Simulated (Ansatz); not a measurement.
## Pb, one cell by several methods

```
CELL_PARAMETERS angstrom
3.48000 0.00000 0.00000
-1.74000 3.01377 0.00000
0.00000 0.00000 5.59000
ATOMIC_POSITIONS crystal
Pb 0.33333 0.66667 0.25000
Pb 0.66667 0.33333 0.75000
```

Atoms are numbered in the order listed.

Conventional cell: a = 3.480 Å, b = 3.480 Å, c = 5.590 Å, α = 90.00°, β = 90.00°, γ = 120.00°. Around Pb (atom 1) lie 12 Pb at 3.44 to 3.48 Å.

The cell is COD entry 1537623, as deposited and not checked against the literature; nothing was relaxed.

No spin–orbit coupling, which matters for the heavy atoms here.

Levels of theory: DFT, PBEsol, PAW with Ansatz's default frozen-core files, scalar-relativistic (Ansatz 0.2.0); DFT, PBEsol, all-electron LAPW, scalar-relativistic (Ansatz 0.2.0).

For PAW: a Γ-centred 14×14×8 k mesh, Fermi–Dirac smearing of 0.08 eV, cutoff 420 eV, no spin polarisation; the PAW files were made with PBE, and the program remakes their frozen cores for this functional. LAPW targets a basis error of 0.5 meV/atom. The Ansatz runs share mesh, smearing and spin set-up. Plane-wave (PAW) pressures include the program's estimate of the Pulay term.

Stress and pressure are positive in compression.

Levels count from the Fermi level.

PAW results:

```json
{"quantity": "pressure (GPa)", "PAW": "0.99"}
{"quantity": "stress xx (GPa)", "PAW": "0.37"}
{"quantity": "stress zz (GPa)", "PAW": "2.22"}
{"quantity": "highest filled level at L (eV)", "PAW": "-3.811"}
{"quantity": "lowest empty level at L (eV)", "PAW": "3.452"}
{"quantity": "highest filled level at H (eV)", "PAW": "-1.540"}
{"quantity": "highest filled level at A (eV)", "PAW": "-10.671"}
{"quantity": "lowest empty level at A (eV)", "PAW": "1.041"}
```

Q: What does full-potential LAPW give for the same quantities?

A: 
```tsv
quantity	LAPW
pressure (GPa)	1.00
stress xx (GPa)	0.38
stress zz (GPa)	2.23
highest filled level at L (eV)	-3.811
lowest empty level at L (eV)	3.452
highest filled level at H (eV)	-1.540
highest filled level at A (eV)	-10.671
lowest empty level at A (eV)	1.041
```
